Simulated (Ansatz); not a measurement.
AlNi:
```
AlNi
1.0
    1.32004    -4.64912     0.00000
    1.32004     4.64912     0.00000
    0.00000     0.00000     3.97245
Al Ni
2 2
Direct
  0.65604   0.34396   0.25000
  0.34396   0.65604   0.75000
  0.92182   0.07818   0.25000
  0.07818   0.92182   0.75000
```

Relaxed with r²SCAN.

Tabulate the valence density and the electron localisation function along the shortest Al–Ni contact (2.47 Å), the program Ansatz at the r²SCAN level (PAW).



```csv
distance from Al (Å),density (e/Å³),ELF
0.25,0.05,0.06
0.37,0.07,0.02
0.49,0.10,0.05
0.62,0.14,0.17
0.74,0.20,0.41
0.86,0.24,0.58
0.99,0.27,0.64
1.11,0.30,0.61
1.24,0.33,0.51
1.36,0.39,0.37
1.48,0.50,0.26
1.61,0.76,0.21
1.73,1.47,0.22
1.85,3.31,0.28
1.98,7.99,0.48
2.10,18.34,0.77
2.22,35.99,0.94
```

The density is the valence pseudo-density with augmentation charge, so density and ELF within about 1 Å of a nucleus are not all-electron values.

Space group Cmcm. The start of the workflow was typed in or built on a structure type; neither database checked (COD, Materials Project) lists it. It is not the phase usual at ambient conditions (space group No. 221). The cell was relaxed with r²SCAN under the symmetry of its start; whether a distortion lowers the energy is not shown. The workflow began spin-polarised and lost its moments.

Potentials: the earlier of the program's two PAW sets.
